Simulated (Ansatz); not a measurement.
## Compressing CsCdCl3

The calculation used Ansatz, DFT LDA, scalar-relativistic, plane waves, PAW. Settings: 420 eV cutoff, 6×6×6 k-mesh, Gaussian smearing of 0.02 eV, no spin polarisation.

The relaxed crystal:

```yaml
crystal:
  lattice:
    - [5.11217, 0.00000, 0.00000]
    - [0.00000, 5.11217, 0.00000]
    - [0.00000, 0.00000, 5.11217]
  atoms:
    - { symbol: Cs, position: [0.00000, 0.00000, 0.00000] }
    - { symbol: Cd, position: [0.50000, 0.50000, 0.50000] }
    - { symbol: Cl, position: [0.00000, 0.50000, 0.50000] }
    - { symbol: Cl, position: [0.50000, 0.00000, 0.50000] }
    - { symbol: Cl, position: [0.50000, 0.50000, 0.00000] }
```

Cell and atoms are relaxed at each pressure within the symmetry of the start, at zero temperature, so transitions that lower the symmetry aren't seen. The k-mesh given is that at zero pressure and may differ at others. Gaps are Kohn–Sham gaps over the whole zone.

Spin-orbit coupling is left out, which matters for the bands and energies of heavy elements.

**Question.** Give the structure at 40 GPa.

**Answer.**
```yaml
crystal:
  lattice:
    - [4.51222, 0.00000, 0.00000]
    - [0.00000, 4.51222, 0.00000]
    - [0.00000, 0.00000, 4.51222]
  atoms:
    - { symbol: Cs, position: [0.00000, 0.00000, 0.00000] }
    - { symbol: Cd, position: [0.50000, 0.50000, 0.50000] }
    - { symbol: Cl, position: [0.00000, 0.50000, 0.50000] }
    - { symbol: Cl, position: [0.50000, 0.00000, 0.50000] }
    - { symbol: Cl, position: [0.50000, 0.50000, 0.00000] }
```
The structure is cubic, space group Pm-3m (No. 221). The conventional cell has a = 4.512 Å, b = 4.512 Å, c = 4.512 Å, α = 90.00°, β = 90.00°, γ = 90.00°. Cs (site symmetry m-3m) has 12 Cl at 3.19 Å as nearest neighbours. Cd (site symmetry m-3m) is surrounded by 6 Cl at 2.26 Å. Around Cl (site symmetry 4/mmm) lie 2 Cd at 2.26 Å.

Symmetry holds off the tilts and polar distortions that many cubic perovskites undergo.